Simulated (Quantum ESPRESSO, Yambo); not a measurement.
A free-standing MoS$_{2}$ monolayer (symmetry P-6m2, slab cell 16.1 Å high) under biaxial strain of -1.5 % in the plane. The PBEsol cell relaxed from Materials Project entry mp-1434 was given a biaxial strain of -1.5 % in the plane, and the atoms were relaxed again, with the Coulomb interaction truncated along z. Chain: PBEsol (pw.x of Quantum ESPRESSO, ONCV potentials, scalar-relativistic); G0W0 in Yambo (6×6×1 Γ-centred k mesh, bands 2 to 131 and a 8 Ry block in the screening, 131 bands in G with the Bruneval-Gonze terminator, plasmon pole fitted at 27.2 eV, slab-truncated Coulomb interaction, stochastic integration of W near q = 0); BSE (18×18×1 mesh, 6 valence and 4 conduction bands, static screening with 38 bands and a 3 Ry block, scissor 0.83 eV, Tamm-Dancoff, stochastic integration of W near q = 0).

PBEsol gap (dense path): 1.87 eV
PBEsol gap K → (0.167, 0.167) on the GW mesh: 1.87 eV
PBEsol smallest direct gap on the GW mesh, at K: 2.00 eV
G0W0 direct gap at that point: 2.83 eV
G0W0 correction to the gap K → (0.167, 0.167): 0.68 eV
lowest exciton: no binding energy given (see below)
RPA in-plane polarisability along x: 6.78 Å (24×24×1 mesh, PBEsol bands)

Rough cost of the Yambo steps against G0W0 for 6 states: BSE within a factor of two, one RPA spectrum about 1/7.

Convergence of the G0W0 settings was not tested. The BSE states are vertical excitations (zero momentum); the indirect quasiparticle gap, about 2.55 eV, is smaller than the direct one (2.83 eV on the GW mesh). Convergence of the RPA response with its 24×24×1 mesh was not tested. The lowest state covers only about 5 of the 324 k points, and no second mesh confirms it, so this run can't vouch for its energy or binding.

Spin-orbit splittings are left out.
